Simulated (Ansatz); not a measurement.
Si3N4:
```
Si3N4
1.0
    0.00000     3.87163     3.87163
    3.87163     0.00000     3.87163
    3.87163     3.87163     0.00000
Si N
6 8
Direct
  0.62500   0.62500   0.12500
  0.62500   0.12500   0.62500
  0.62500   0.62500   0.62500
  0.12500   0.62500   0.62500
  0.25000   0.25000   0.25000
  0.00000   0.00000   0.00000
  0.86755   0.86755   0.86755
  0.85265   0.38245   0.38245
  0.86755   0.86755   0.39735
  0.38245   0.85265   0.38245
  0.39735   0.86755   0.86755
  0.38245   0.38245   0.38245
  0.86755   0.39735   0.86755
  0.38245   0.38245   0.85265
```

Relaxed with PBEsol.

Problem. Give the optical modes at the zone centre with their infrared activity from DFPT, plane-wave PAW PBEsol (Ansatz code).

Solution. Transverse frequencies, without the LO–TO term; a row sums one degenerate level.

```csv
ω (cm⁻¹),degeneracy,IR ((D/Å)²/amu),activity
309,3,0.00,IR-inactive
397,3,2.39,IR
407,3,0.00,IR-inactive
441,2,0.00,IR-inactive
493,3,0.00,IR-inactive
509,2,0.00,IR-inactive
603,3,328.38,IR
617,3,0.00,IR-inactive
712,3,0.00,IR-inactive
719,3,26.81,IR
758,2,0.00,IR-inactive
771,1,0.00,IR-inactive
801,3,138.91,IR
823,3,0.00,IR-inactive
927,1,0.00,IR-inactive
954,1,0.00,IR-inactive
```

Problem. How high does the top mode go among those that the LO–TO term moves?

Solution. 1026 cm⁻¹ for q along x.

Space group Fd-3m. Symmetry was held in the PBEsol relaxation.

Potentials: the earlier of the program's two PAW sets. The files were generated under PBE; for other functionals the program regenerates the frozen cores, and for LDA and PBEsol the local potential too.
